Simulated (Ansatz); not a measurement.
Bi2VSe4, MnBi2Te4-type layer, relaxed and computed with two functionals in Ansatz (plane waves, PAW).

```tsv
functional	a (Å)	thickness (Å)
PBE	4.073	10.00
r²SCAN+D4	?	?
```

Q: Fill in the missing entries.

A: 
- r²SCAN+D4, a (Å): 4.040
- r²SCAN+D4, thickness (Å): 9.98

Spin orders computed, not proven ground states: Bi2VSe4, MnBi2Te4-type layer with PBE ferromagnetic; Bi2VSe4, MnBi2Te4-type layer with r²SCAN+D4 ferromagnetic. All cells were relaxed under the symmetry of their starts (and spin orders); stability against distortions was not tested throughout. Spin–orbit coupling is left out wherever it is not named. Constructed layers (a layer type filled with these elements): Bi2VSe4, MnBi2Te4-type layer; Bi2VSe4, MnBi2Te4-type layer.

Potentials: the later of the program's two PAW sets.

Ansatz (an electronic-structure program) is a plane-wave DFT program.
